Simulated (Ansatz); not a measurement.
Run on Nb (bcc type): DFT, PBEsol, PAW with Ansatz's default frozen-core files, scalar-relativistic (Ansatz 0.2.0). This run: cell relaxed at zero pressure.

The start is a guessed cell.

Command: `ansatz run input.yaml --threads 1 --pin off --max-ram 2048MiB --backend cpu --events-out ev --progress --plain --runs-dir out` It took 9.4 s on 1 thread of Arm Neoverse V1, on a shared host, peak memory 0.31 GiB.

```yaml
crystal:
  lattice:
    - [-1.6503519298, 1.6503519298, 1.6503519298]
    - [1.6503519298, -1.6503519298, 1.6503519298]
    - [1.6503519298, 1.6503519298, -1.6503519298]
  atoms:
    - { symbol: Nb, position: [0.0, 0.0, 0.0] }
kpoints:
  mp_grid: { grid: [18, 18, 18] }
scf:
  occupations: { method: fermi_dirac, width: 0.05 }
hamiltonian:
  xc: pbesol
  pseudopotentials: { kind: paw }
output:
  forces: true
  stress: true
relax:
  f_tol: 0.005
  max_steps: 40
  cell: {}
```

Output:

```
Engine: ansatz 0.2.0
Pseudopotentials: kind: paw
Pseudopotential: Nb, paw, valence charge 13, recommended cutoff 420 eV (normal), Nb.paw.azcp
Functional definition: PBEsol
  exchange = pbesol_x
  correlation = pbesol_c
Crystal: 1 atoms, lattice volume = 17.980 Å³
Basis set: ecut = 420 eV, 369 PW (Γ), exchange–correlation on 40×40×40 points (8 copies of the dense FFT grid, shifted against one another)
Bands: 11, of which v1, the nominal top of the filled ones, is band 7 counted from 1 (6 counted from 0)
Symmetry: 48 space group operations
Space group: Im-3m (ITA 229), of the structure as read, at distance tolerance 2.6e-5 Å
k-points: 195 of 5832
Non-local potential: Nb, projectors of the file, l = 0: 3, l = 1: 2, l = 2: 2, l = 3: 1
PAW form: soft (Blöchl's): semilocal exchange-correlation on the pseudo side does not see the compensation charge
PAW frozen core: Nb, regenerated for the run's functional, and the local potential with it (the file was generated under x = pbe(κ = 0.804, μ = 0.2195149727645171), c = pbe(β = 0.06672455060314922))
PAW one-centre angular grid: Nb, 590 points (default); XC on 64 Gauss nodes
Initial density: superposition of atomic densities (neutral atoms: chi_scale 0, normalization atom), corrected by the library's trained network
Initial wavefunctions: pseudopotential atomic-orbital guess
Functional: x = pbesol(κ = 0.804, μ = 0.12345679012345678), c = pbesol(β = 0.046)
SCF iter   1: F=—  HF=-4495.454299 eV  |F-HF|=—  |Δ(HF+E_count)|=         —  Δρ=5.97e-3  dr2=5.63e-3  ethr=1.77e-3  ⟨swp⟩=5.0  Hψ=12500  notcnv=0
preconditioner: auto → none  [metal: Δε(μ)=0.007 eV  Ē_g=7.645 eV  σ=0.050 eV  W_gap=0.04  n_scr=0 (ndim 8)  ℏωp=19.6 eV  f_vac=0.000  D(μ)=1.62/eV (n_scr^D=18)]
SCF iter   2: F=—  HF=-4495.452359 eV  |F-HF|=—  |Δ(HF+E_count)|=   1.94e-3  Δρ=1.94e-3  dr2=2.46e-4  ethr=4.33e-5  ⟨swp⟩=2.5  Hψ=5127  notcnv=0  defer=16
SCF iter   3: F=—  HF=-4495.452316 eV  |F-HF|=—  |Δ(HF+E_count)|=   4.34e-5  Δρ=7.08e-4  dr2=3.11e-5  ethr=1.89e-6  ⟨swp⟩=1.0  Hψ=2117  notcnv=0  defer=16
SCF iter   4: F=—  HF=-4495.452312 eV  |F-HF|=—  |Δ(HF+E_count)|=   3.49e-6  Δρ=3.25e-5  dr2=7.46e-8  ethr=2.39e-7  ⟨swp⟩=1.0  Hψ=2167  notcnv=0  defer=16
iter 5 did not close the SCF: its close was put off for the readings that it lacked (scf_convergence_deferred on its scf_iter line)
SCF iter   5: F=-4495.452312 eV  HF=-4495.452312 eV  |F-HF|=1.10e-9  |Δ(HF+E_count)|=   9.83e-8  Δρ=4.97e-6  dr2=1.72e-9  ethr=5.74e-10  ⟨swp⟩=2.0  Hψ=3346  notcnv=0  defer=16
SCF iter   6: F=-4495.452312 eV  HF=-4495.452312 eV  |F-HF|=9.09e-13  |Δ(HF+E_count)|=  6.04e-10  Δρ=1.67e-7  dr2=1.71e-12  ethr=1.33e-11  ⟨swp⟩=1.1  Hψ=6309  notcnv=0
SCF 1 converged in 6 iterations: F = -4495.452312 eV  dr2 = 1.71e-12
  greatest PAW one-centre occupation: 0.998 electrons in one spin orbital (limit 2), on the Nb atom at site 0 (counted from 0), in its partial waves of l = 0
relax step   1: F+E_penalty+E_count = -4495.45231242 eV  Δ(F+E_penalty+E_count) = +0.000e0 eV  max|allowed force component| = 0.000e0 eV/Å  Δτ_max = 0.0000 Å  P = -4.414 GPa  Ω = 17.980 Å³  (6 SCF iters, dr2 threshold 1.00e-7 eV, accepted)
Crystal: 1 atoms, lattice volume = 16.466 Å³
Basis set: ecut = 420 eV, 321 PW (Γ), exchange–correlation on 40×40×40 points (8 copies of the dense FFT grid, shifted against one another)
Initial density: handed on by an earlier stage of this run
Initial wavefunctions: those handed on with the density
iter 1 solved again at ethr=4.95e-6 eV; its pass at ethr=3.10e-3 eV (dr2=6.44e-4 eV) is discarded
SCF iter   1: F=—  HF=-4495.419165 eV  |F-HF|=—  |Δ(HF+E_count)|=         —  Δρ=3.19e-3  dr2=6.87e-4  ethr=4.95e-6  ⟨swp⟩=1.7  Hψ=17053  notcnv=0
preconditioner: auto → none  [metal: Δε(μ)=0.009 eV  Ē_g=8.298 eV  σ=0.050 eV  W_gap=0.05  n_scr=0 (ndim 8)  ℏωp=20.5 eV  f_vac=0.000  D(μ)=1.46/eV (n_scr^D=18)]
SCF iter   2: F=—  HF=-4495.419434 eV  |F-HF|=—  |Δ(HF+E_count)|=   2.69e-4  Δρ=1.37e-3  dr2=9.83e-5  ethr=4.95e-6  ⟨swp⟩=2.0  Hψ=3150  notcnv=0
SCF iter   3: F=—  HF=-4495.419556 eV  |F-HF|=—  |Δ(HF+E_count)|=   1.22e-4  Δρ=2.85e-4  dr2=5.31e-6  ethr=7.56e-7  ⟨swp⟩=1.0  Hψ=2145  notcnv=0
SCF iter   4: F=-4495.419559 eV  HF=-4495.419559 eV  |F-HF|=2.69e-9  |Δ(HF+E_count)|=   3.22e-6  Δρ=2.42e-5  dr2=2.08e-8  ethr=7.69e-10  ⟨swp⟩=2.9  Hψ=8074  notcnv=0
SCF 2 converged in 4 iterations: F = -4495.419559 eV  dr2 = 2.08e-8
relax step   2: F+E_penalty+E_count = -4495.41955911 eV  Δ(F+E_penalty+E_count) = +3.275e-2 eV  max|allowed force component| = 0.000e0 eV/Å  Δτ_max = 0.0000 Å  P = +12.472 GPa  Ω = 16.466 Å³  energy of the carried Pulay correction = +2.077e-4 eV  (4 SCF iters, dr2 threshold 1.00e-7 eV, rejected (line search))
Crystal: 1 atoms, lattice volume = 17.558 Å³
iter 1 solved again at ethr=3.96e-6 eV; its pass at ethr=3.10e-3 eV (dr2=5.15e-4 eV) is discarded
SCF iter   1: F=—  HF=-4495.458529 eV  |F-HF|=—  |Δ(HF+E_count)|=         —  Δρ=2.35e-3  dr2=4.47e-4  ethr=3.96e-6  ⟨swp⟩=1.8  Hψ=16323  notcnv=0
preconditioner: auto → none  [metal: Δε(μ)=0.027 eV  Ē_g=7.811 eV  σ=0.050 eV  W_gap=0.13  n_scr=0 (ndim 8)  ℏωp=19.8 eV  f_vac=0.000  D(μ)=1.56/eV (n_scr^D=18)]
SCF iter   2: F=—  HF=-4495.458660 eV  |F-HF|=—  |Δ(HF+E_count)|=   1.31e-4  Δρ=9.69e-4  dr2=5.30e-5  ethr=3.44e-6  ⟨swp⟩=2.8  Hψ=3278  notcnv=0
SCF iter   3: F=—  HF=-4495.458728 eV  |F-HF|=—  |Δ(HF+E_count)|=   6.81e-5  Δρ=2.46e-4  dr2=3.92e-6  ethr=4.08e-7  ⟨swp⟩=1.0  Hψ=2145  notcnv=0
SCF iter   4: F=—  HF=-4495.458731 eV  |F-HF|=—  |Δ(HF+E_count)|=   3.08e-6  Δρ=1.54e-5  dr2=9.44e-9  ethr=3.01e-8  ⟨swp⟩=2.0  Hψ=3239  notcnv=0
SCF iter   5: F=—  HF=-4495.458731 eV  |F-HF|=—  |Δ(HF+E_count)|=   5.65e-7  Δρ=2.01e-6  dr2=2.25e-10  ethr=7.26e-11  ⟨swp⟩=2.8  Hψ=3437  notcnv=0
SCF iter   6: F=-4495.458731 eV  HF=-4495.458731 eV  |F-HF|=0.00e0  |Δ(HF+E_count)|=  7.82e-11  Δρ=1.92e-7  dr2=2.50e-12  ethr=1.00e-12  ⟨swp⟩=5.0  Hψ=7452  notcnv=0
SCF 3 converged in 6 iterations: F = -4495.458731 eV  dr2 = 2.50e-12
relax step   3: F+E_penalty+E_count = -4495.45873143 eV  Δ(F+E_penalty+E_count) = -6.419e-3 eV  max|allowed force component| = 0.000e0 eV/Å  Δτ_max = 0.0000 Å  P = -0.344 GPa  Ω = 17.558 Å³  energy of the carried Pulay correction = +5.611e-5 eV  (6 SCF iters, accepted)
Crystal: 1 atoms, lattice volume = 17.525 Å³
iter 1 solved again at ethr=2.04e-9 eV; its pass at ethr=3.10e-3 eV (dr2=2.65e-7 eV) is discarded
SCF iter   1: F=—  HF=-4495.458771 eV  |F-HF|=—  |Δ(HF+E_count)|=         —  Δρ=6.90e-5  dr2=3.35e-7  ethr=2.04e-9  ⟨swp⟩=2.8  Hψ=15792  notcnv=0
preconditioner: auto → none  [metal: Δε(μ)=0.012 eV  Ē_g=7.816 eV  σ=0.050 eV  W_gap=0.06  n_scr=0 (ndim 8)  ℏωp=19.8 eV  f_vac=0.000  D(μ)=1.56/eV (n_scr^D=18)]
SCF iter   2: F=-4495.458772 eV  HF=-4495.458772 eV  |F-HF|=5.48e-8  |Δ(HF+E_count)|=   4.78e-7  Δρ=3.06e-5  dr2=5.54e-8  ethr=7.69e-10  ⟨swp⟩=2.9  Hψ=7570  notcnv=0
SCF 4 converged in 2 iterations: F = -4495.458772 eV  dr2 = 5.54e-8
relax step   4: F+E_penalty+E_count = -4495.45877197 eV  Δ(F+E_penalty+E_count) = -4.054e-5 eV  max|allowed force component| = 0.000e0 eV/Å  Δτ_max = 0.0000 Å  P = -0.005 GPa  Ω = 17.525 Å³  energy of the carried Pulay correction = +6.056e-5 eV  (2 SCF iters, dr2 threshold 1.00e-7 eV, accepted)
Initial wavefunctions: pseudopotential atomic-orbital guess (no wavefunctions were taken with the density)
iter 1 solved again at ethr=1.96e-8 eV; its pass at ethr=3.10e-3 eV (dr2=2.54e-6 eV) is discarded
SCF iter   1: F=—  HF=-4495.458712 eV  |F-HF|=—  |Δ(HF+E_count)|=         —  Δρ=3.67e-5  dr2=7.76e-8  ethr=1.96e-8  ⟨swp⟩=3.0  Hψ=18927  notcnv=0
SCF iter   2: F=—  HF=-4495.458712 eV  |F-HF|=—  |Δ(HF+E_count)|=   2.99e-7  Δρ=1.66e-5  dr2=1.52e-8  ethr=5.97e-10  ⟨swp⟩=1.0  Hψ=2146  notcnv=0
SCF iter   3: F=—  HF=-4495.458712 eV  |F-HF|=—  |Δ(HF+E_count)|=   1.38e-8  Δρ=1.50e-6  dr2=2.45e-10  ethr=1.17e-10  ⟨swp⟩=2.0  Hψ=3318  notcnv=0
SCF iter   4: F=-4495.458712 eV  HF=-4495.458712 eV  |F-HF|=6.37e-12  |Δ(HF+E_count)|=  2.18e-11  Δρ=4.13e-7  dr2=6.77e-12  ethr=1.00e-12  ⟨swp⟩=3.8  Hψ=9206  notcnv=0
SCF 5 converged in 4 iterations: F = -4495.458712 eV  dr2 = 6.77e-12
relax step   5: F+E_penalty+E_count = -4495.45871199 eV  Δ(F+E_penalty+E_count) = +5.998e-5 eV  max|allowed force component| = 0.000e0 eV/Å  Δτ_max = 0.0000 Å  P = -0.007 GPa  Ω = 17.525 Å³  stress off target by 6.74e-3 GPa  SCF on the basis re-selected at this cell (its energy is not comparable with the rows above)  (4 SCF iters)
basis re-selected at this cell: Δ(F+E_penalty+E_count) = +5.998e-5 eV, ΔP = -0.001 GPa vs the last step (what re-selecting the basis moved, of the pressure what is left beyond the Pulay correction that the steps carried, after the strain that the cell walked since its last selection, with what the two solves' SCF thresholds leave and, on support functions, any second-order correction that the steps lacked; it is no measure of the basis error at this ecutwfc). This SCF's stress stands 6.74e-3 GPa from its target on what of the cell is left free (relax.cell.stress_tol is 5.00e-2 GPa) and its largest allowed force component is 0.00e0 eV/Å (relax.f_tol is 5.00e-3 eV/Å): within both
SCF converged after 4 iterations
Free energy (F): -4495.458712 eV
Harris-Foulkes:  -4495.458712 eV  (|F-HF|=6.37e-12)
Internal energy: -4495.445821 eV  (E = F + TS)
E sigma→0 (E₀):  -4495.452266 eV
Entropy (-TS):   -0.012891 eV (-12.891 meV/atom)
Fermi energy:    18.200181 eV
--- Per-component energies (eV) ---
  E_band       = -61.029413
  E_kinetic    = 396.090438
  E_local      = -678.585868  (includes V_loc(G=0)·N_el)
  E_nonlocal   = 121.813539
  E_hartree    = 210.872392
  E_xc         = -174.860370
  E_vxc        = -213.010406  (∫ρ·V_xc dr)
  E_paw        = -3017.887517  (= ΣΔE_a)
  E_vpaw       = -109.081902  (= ΣTr[D̂ρ^β])
  E_aug_tail   = 0.000006  (compensation charges beyond the density's cutoff)
  E_ewald      = -1353.077149
  E_core_change = 0.188709  (= ΣΔE_core)
  E_smearing   = -0.012891  (= −TS)
  E_closure    = -0.000000  (closes the sum)
  Σ components = -4495.458712   (vs F -4495.458712, Δ=0.00e0)
--- Forces (eV/Å), atoms counted from 1 ---
  atom   1  Nb    -0.00000000    -0.00000000    -0.00000000
  max |Σ_I F_I| component: 5.96e-32 eV/Å
--- Stress (GPa, compression-positive) ---
       -0.006740       0.000000      -0.000000
       -0.000000      -0.006740       0.000000
        0.000000       0.000000      -0.006740
  P = ⅓ Tr σ = -0.0067 GPa (-0.067 kbar)
--- Relaxed structure (4 steps of the walk, 3 accepted, 1 SCFs on fresh bases) ---
  F+E_penalty+E_count = -4495.45871199 eV   max|allowed force component| = 0.000e0 eV/Å   (the final SCF, on the basis selected at the relaxed cell)
  cell:  # Å, volume = 17.5250 Å³
    - [-1.6363110715531528, 1.6363110715531528, 1.6363110715531528]
    - [1.6363110715531528, -1.6363110715531528, 1.6363110715531528]
    - [1.6363110715531528, 1.6363110715531528, -1.6363110715531528]
  atoms:
    - { symbol: Nb, position: [0.0, 0.0, 0.0] }
```

Next run (the series' base cell), as changes to the input before:

```diff
   lattice:
-    - [-1.6503519298, 1.6503519298, 1.6503519298]
-    - [1.6503519298, -1.6503519298, 1.6503519298]
-    - [1.6503519298, 1.6503519298, -1.6503519298]
+    - [-1.6363110716, 1.6363110716, 1.6363110716]
+    - [1.6363110716, -1.6363110716, 1.6363110716]
+    - [1.6363110716, 1.6363110716, -1.6363110716]
   atoms:
   mp_grid: { grid: [18, 18, 18] }
+  band_path:
+    path:
+      - [0.0, 0.0, 0.0]
+      - [0.5, -0.5, 0.5]
+      - [0.0, 0.0, 0.5]
+      - [0.0, 0.0, 0.0]
+      - [0.25, 0.25, 0.25]
+      - [0.5, -0.5, 0.5]
+      - [0.25, 0.25, 0.25]
+      - [0.0, 0.0, 0.5]
+    npoints: 8
 scf:
   stress: true
-relax:
-  f_tol: 0.005
-  max_steps: 40
-  cell: {}
+  eigenvalues: true
+  populations: true
+  dos: { projected: true, de: 0.2, e_range: [-14, 8] }
```

Command: `ansatz run input.yaml --threads 1 --pin off --max-ram 2048MiB --backend cpu --events-out ev --progress --plain --runs-dir out` It took 3.2 s on 1 thread of Arm Neoverse V1 (shared host), peak memory 0.3 GiB.

Results part of the output:

```
SCF 1 converged in 6 iterations: F = -4495.458712 eV  dr2 = 1.84e-12
  greatest PAW one-centre occupation: 0.998 electrons in one spin orbital (limit 2), on the Nb atom at site 0 (counted from 0), in its partial waves of l = 0
NSCF: frozen V_eff on 57 k-points
SCF converged after 6 iterations
Free energy (F): -4495.458712 eV
Harris-Foulkes:  -4495.458712 eV  (|F-HF|=0.00e0)
Internal energy: -4495.445821 eV  (E = F + TS)
E sigma→0 (E₀):  -4495.452266 eV
Entropy (-TS):   -0.012891 eV (-12.891 meV/atom)
Fermi energy:    18.200181 eV
--- Per-component energies (eV) ---
  E_band       = -61.029410
  E_kinetic    = 396.090442
  E_local      = -678.585876  (includes V_loc(G=0)·N_el)
  E_nonlocal   = 121.813541
  E_hartree    = 210.872396
  E_xc         = -174.860371
  E_vxc        = -213.010407  (∫ρ·V_xc dr)
  E_paw        = -3017.887520  (= ΣΔE_a)
  E_vpaw       = -109.081911  (= ΣTr[D̂ρ^β])
  E_aug_tail   = 0.000006  (compensation charges beyond the density's cutoff)
  E_ewald      = -1353.077149
  E_core_change = 0.188709  (= ΣΔE_core)
  E_smearing   = -0.012891  (= −TS)
  E_closure    = 0.000000  (closes the sum)
  Σ components = -4495.458712   (vs F -4495.458712, Δ=0.00e0)
--- Forces (eV/Å), atoms counted from 1 ---
  atom   1  Nb    -0.00000000    -0.00000000    -0.00000000
  max |Σ_I F_I| component: 8.22e-32 eV/Å
--- Stress (GPa, compression-positive) ---
       -0.006741       0.000000      -0.000000
        0.000000      -0.006741      -0.000000
       -0.000000       0.000000      -0.006741
  P = ⅓ Tr σ = -0.0067 GPa (-0.067 kbar)
--- Band table (eV; the first three rows and the last of 195) ---
  k-point 0: bands = ["-36.0012", "-11.2702", "-11.2702", "-11.2702", "12.2253", "18.5631", "18.5631", "18.5631", "21.5643", "21.5643", "32.4024"]
  k-point 1: bands = ["-35.9930", "-11.3191", "-11.2850", "-11.2707", "12.3577", "18.4801", "18.5442", "18.6902", "21.4325", "21.5639", "32.5136"]
  k-point 2: bands = ["-35.9694", "-11.4582", "-11.3271", "-11.2720", "12.7363", "18.2511", "18.4638", "19.0670", "21.1528", "21.5699", "32.7927"]
  k-point 194: bands = ["-35.5301", "-12.2863", "-12.2863", "-12.2863", "14.3087", "14.3087", "24.0369", "24.0369", "24.0369", "27.4854", "27.4854"]
--- Löwdin populations: 1 site ---
  site symbol       q [e]
     0     Nb     12.9580
  spilling = 0.003231 (of n_electrons = 13.000000)
```

Next run (volume at 0.94 of the series' base cell), as changes to the input before:

```diff
   lattice:
-    - [-1.6363110716, 1.6363110716, 1.6363110716]
-    - [1.6363110716, -1.6363110716, 1.6363110716]
-    - [1.6363110716, 1.6363110716, -1.6363110716]
+    - [-1.6029075952, 1.6029075952, 1.6029075952]
+    - [1.6029075952, -1.6029075952, 1.6029075952]
+    - [1.6029075952, 1.6029075952, -1.6029075952]
   atoms:
   mp_grid: { grid: [18, 18, 18] }
-  band_path:
-    path:
-      - [0.0, 0.0, 0.0]
-      - [0.5, -0.5, 0.5]
-      - [0.0, 0.0, 0.5]
-      - [0.0, 0.0, 0.0]
-      - [0.25, 0.25, 0.25]
-      - [0.5, -0.5, 0.5]
-      - [0.25, 0.25, 0.25]
-      - [0.0, 0.0, 0.5]
-    npoints: 8
 scf:
   populations: true
-  dos: { projected: true, de: 0.2, e_range: [-14, 8] }
```

Command: `ansatz run input.yaml --threads 1 --pin off --max-ram 2048MiB --backend cpu --events-out ev --progress --plain --runs-dir out` It took 2.8 s on 1 thread of Arm Neoverse V1 (shared host), peak memory 0.3 GiB.

Results part of the output:

```
SCF 1 converged in 6 iterations: F = -4495.419945 eV  dr2 = 1.24e-12
  greatest PAW one-centre occupation: 0.998 electrons in one spin orbital (limit 2), on the Nb atom at site 0 (counted from 0), in its partial waves of l = 0
SCF converged after 6 iterations
Free energy (F): -4495.419945 eV
Harris-Foulkes:  -4495.419945 eV  (|F-HF|=9.09e-13)
Internal energy: -4495.408013 eV  (E = F + TS)
E sigma→0 (E₀):  -4495.413979 eV
Entropy (-TS):   -0.011933 eV (-11.933 meV/atom)
Fermi energy:    19.565037 eV
--- Per-component energies (eV) ---
  E_band       = -43.351542
  E_kinetic    = 398.884528
  E_local      = -642.255125  (includes V_loc(G=0)·N_el)
  E_nonlocal   = 122.256864
  E_hartree    = 200.761863
  E_xc         = -175.823283
  E_vxc        = -214.291968  (∫ρ·V_xc dr)
  E_paw        = -3018.147241  (= ΣΔE_a)
  E_vpaw       = -109.469559  (= ΣTr[D̂ρ^β])
  E_aug_tail   = 0.000006  (compensation charges beyond the density's cutoff)
  E_ewald      = -1381.274334
  E_core_change = 0.188709  (= ΣΔE_core)
  E_smearing   = -0.011933  (= −TS)
  E_closure    = 0.000000  (closes the sum)
  Σ components = -4495.419945   (vs F -4495.419945, Δ=0.00e0)
--- Forces (eV/Å), atoms counted from 1 ---
  atom   1  Nb    -0.00000000     0.00000000    -0.00000000
  max |Σ_I F_I| component: 8.22e-33 eV/Å
--- Stress (GPa, compression-positive) ---
       12.369001      -0.000000      -0.000000
       -0.000000      12.369001      -0.000000
        0.000000       0.000000      12.369001
  P = ⅓ Tr σ = 12.3690 GPa (123.690 kbar)
--- Band table (eV; the first three rows and the last of 195) ---
  k-point 0: bands = ["-34.5975", "-9.7054", "-9.7054", "-9.7054", "13.4833", "19.8779", "19.8779", "19.8779", "23.0942", "23.0942", "33.8919"]
  k-point 1: bands = ["-34.5871", "-9.7650", "-9.7231", "-9.7060", "13.6260", "19.7866", "19.8570", "20.0158", "22.9454", "23.0927", "34.0165"]
  k-point 2: bands = ["-34.5572", "-9.9344", "-9.7738", "-9.7079", "14.0314", "19.5356", "19.7691", "20.4244", "22.6346", "23.0965", "34.3332"]
  k-point 194: bands = ["-33.9992", "-10.9208", "-10.9208", "-10.9208", "15.2602", "15.2602", "25.8282", "25.8282", "25.8282", "29.3920", "29.3920"]
--- Löwdin populations: 1 site ---
  site symbol       q [e]
     0     Nb     12.9627
  spilling = 0.002872 (of n_electrons = 13.000000)
```

Next run (volume at 0.88 of the series' base cell), as changes to the input before:

```diff
   lattice:
-    - [-1.6029075952, 1.6029075952, 1.6029075952]
-    - [1.6029075952, -1.6029075952, 1.6029075952]
-    - [1.6029075952, 1.6029075952, -1.6029075952]
+    - [-1.5680506721, 1.5680506721, 1.5680506721]
+    - [1.5680506721, -1.5680506721, 1.5680506721]
+    - [1.5680506721, 1.5680506721, -1.5680506721]
   atoms:
   populations: true
+  write_density: true
+  write_potential: true
+  elf: true
+  volumetric_format: npy
```

Command: `ansatz run input.yaml --threads 1 --pin off --max-ram 2048MiB --backend cpu --events-out ev --progress --plain --runs-dir out` It took 2.9 s on 1 thread of Arm Neoverse V1, with other jobs on the host, peak memory 0.3 GiB.

Results part of the output:

```
SCF 1 converged in 6 iterations: F = -4495.287915 eV  dr2 = 8.59e-13
  greatest PAW one-centre occupation: 0.998 electrons in one spin orbital (limit 2), on the Nb atom at site 0 (counted from 0), in its partial waves of l = 0
SCF converged after 6 iterations
Free energy (F): -4495.287915 eV
Harris-Foulkes:  -4495.287915 eV  (|F-HF|=1.82e-12)
Internal energy: -4495.277962 eV  (E = F + TS)
E sigma→0 (E₀):  -4495.282938 eV
Entropy (-TS):   -0.009953 eV (-9.953 meV/atom)
Fermi energy:    21.108666 eV
--- Per-component energies (eV) ---
  E_band       = -23.608675
  E_kinetic    = 402.095421
  E_local      = -603.246882  (includes V_loc(G=0)·N_el)
  E_nonlocal   = 122.849627
  E_hartree    = 190.173692
  E_xc         = -176.885402
  E_vxc        = -215.706426  (∫ρ·V_xc dr)
  E_paw        = -3018.473814  (= ΣΔE_a)
  E_vpaw       = -109.947810  (= ΣTr[D̂ρ^β])
  E_aug_tail   = 0.000007  (compensation charges beyond the density's cutoff)
  E_ewald      = -1411.979319
  E_core_change = 0.188709  (= ΣΔE_core)
  E_smearing   = -0.009953  (= −TS)
  E_closure    = -0.000000  (closes the sum)
  Σ components = -4495.287915   (vs F -4495.287915, Δ=0.00e0)
--- Forces (eV/Å), atoms counted from 1 ---
  atom   1  Nb    -0.00000000     0.00000000     0.00000000
  max |Σ_I F_I| component: 5.55e-32 eV/Å
--- Stress (GPa, compression-positive) ---
       28.662102      -0.000000      -0.000000
        0.000000      28.662102      -0.000000
        0.000000       0.000000      28.662102
  P = ⅓ Tr σ = 28.6621 GPa (286.621 kbar)
--- Band table (eV; the first three rows and the last of 195) ---
  k-point 0: bands = ["-33.0518", "-7.9479", "-7.9479", "-7.9479", "14.9441", "21.3494", "21.3494", "21.3494", "24.8048", "24.8048", "35.5481"]
  k-point 1: bands = ["-33.0385", "-8.0212", "-7.9694", "-7.9488", "15.0989", "21.2486", "21.3265", "21.4998", "24.6355", "24.8016", "35.6874"]
  k-point 2: bands = ["-33.0002", "-8.2290", "-8.0308", "-7.9514", "15.5352", "20.9721", "21.2307", "21.9452", "24.2886", "24.8024", "36.0471"]
  k-point 194: bands = ["-32.2846", "-9.4114", "-9.4114", "-9.4114", "16.3196", "16.3196", "27.8442", "27.8442", "27.8442", "31.5520", "31.5520"]
--- Löwdin populations: 1 site ---
  site symbol       q [e]
     0     Nb     12.9667
  spilling = 0.002561 (of n_electrons = 13.000000)
```

The PAW files were made under PBE.
